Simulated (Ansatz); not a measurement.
TcPt3:
```
CELL_PARAMETERS angstrom
     -1.93762     1.93762     3.96378
      1.93762    -1.93762     3.96378
      1.93762     1.93762    -3.96378
ATOMIC_POSITIONS crystal
  Tc 0.00000 0.00000 0.00000
  Pt 0.75000 0.25000 0.50000
  Pt 0.25000 0.75000 0.50000
  Pt 0.50000 0.50000 0.00000
```

Relaxed with r²SCAN. Special points in fractions of this cell's reciprocal vectors: Γ (0.000, 0.000, 0.000); X (0.000, 0.000, 0.500); P (0.250, 0.250, 0.250); N (0.000, 0.500, 0.000); M (0.500, 0.500, -0.500); S (0.310, 0.690, -0.310); S0 (-0.310, 0.310, 0.310); R (-0.119, 0.119, 0.500); G (0.500, 0.500, -0.119).

### Question
List the band energies nearest the Fermi level at these points for DFT-r²SCAN in the program Ansatz with PAW potentials.

### Answer
In eV from the Fermi level; about four levels below and three above (degenerate sets whole), none deeper than 8.9 eV; points with the same levels are listed once.

```json
[
 {"k": "Γ", "below": "-2.58 -2.20 -1.56 -0.73", "above": "0.30 0.67 1.08 1.08"},
 {"k": "X", "below": "-1.93 -1.05 -0.43 -0.13", "above": "0.32 0.56 0.70"},
 {"k": "P", "below": "-2.66 -2.66 -2.43 -1.04", "above": "0.11 0.11 0.26"},
 {"k": "N", "below": "-1.22 -0.79 -0.60 -0.26", "above": "0.63 1.16 4.16"},
 {"k": "M", "below": "-1.54 -1.54 -1.26 -0.58", "above": "0.30 0.73 0.88"},
 {"k": "S", "below": "-1.22 -0.83 -0.71 -0.18", "above": "1.14 1.67 1.69"},
 {"k": "R", "below": "-1.62 -1.61 -1.36 -0.81", "above": "0.54 0.64 0.81"}
]
```

Space group I4/mmm. The first step of the workflow began from a Materials Project structure, measured or hypothetical; the Crystallography Open Database copy checked does not list it. With Tc and Pt taken as one species the cell has the higher symmetry Fm-3m, so it may be an ordered model of a mixed-site phase. Whether it is the stable phase at ambient conditions was not checked. Symmetry was held in the r²SCAN relaxation; whether a distortion lowers the energy is not shown. The run is not spin-polarised. Scalar-relativistic: spin–orbit coupling is off unless named, which matters more the heavier the elements.

Potentials: the later of the program's two PAW sets.
